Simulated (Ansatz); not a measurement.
CoSn (CoSn type, space group P6/mmm)

```yaml
crystal:
  lattice:
    - [5.29399, 0.00000, 0.00000]
    - [-2.64700, 4.58473, 0.00000]
    - [0.00000, 0.00000, 4.23543]
  atoms:
    - { symbol: Co, position: [0.50000, 0.00000, 0.00000] }
    - { symbol: Co, position: [0.50000, 0.50000, 0.00000] }
    - { symbol: Co, position: [0.00000, 0.50000, 0.00000] }
    - { symbol: Sn, position: [0.00000, 0.00000, 0.00000] }
    - { symbol: Sn, position: [0.33333, 0.66667, 0.50000] }
    - { symbol: Sn, position: [0.66667, 0.33333, 0.50000] }
```

Scan: atom 1 (Co, nearest neighbour Sn at 2.612 Å; its periodic images, 4.2 Å or more away, move with it) is displaced along Cartesian z, direction (0.000, 0.000, 1.000) in Cartesian axes, by s. The other atoms stay.

Method: PBE (plane waves to 420 eV, PAW, scalar-relativistic; Ansatz, a first-principles code). k mesh 8×8×9 (Γ-centred), Fermi-Dirac smearing 0.05 eV. With partly filled bands, energies and forces of such displacements shift with the k mesh and the smearing. F∥ is the force on the atom along that direction. CoSn is run without spin polarisation. CoSn was relaxed with its symmetry unable to fall. 

| s (Å) | F∥ (eV/Å) |
|---|---|
| -0.520 | 5.969 |
| -0.416 | 4.101 |
| -0.312 | 2.635 |
| -0.208 | 1.524 |
| -0.104 | 0.685 |
| 0.000 | 0.000 |
| 0.104 | -0.685 |
| 0.208 | -1.524 |
| 0.312 | -2.635 |
| 0.416 | -4.101 |
| 0.520 | -5.969 |

### Question
What is the force constant k = d²E/ds² of this move at s = 0?

### Answer
6.34 eV/Å². The forces along the line at the two nearest points give (0.685 − (-0.685)) / (2·0.104) = 6.59 eV/Å²; the next pair corrects for the finite step.

(A displaced cell: forces are minus the slopes of the energy, force constants its curvatures, and phonons follow from these.)
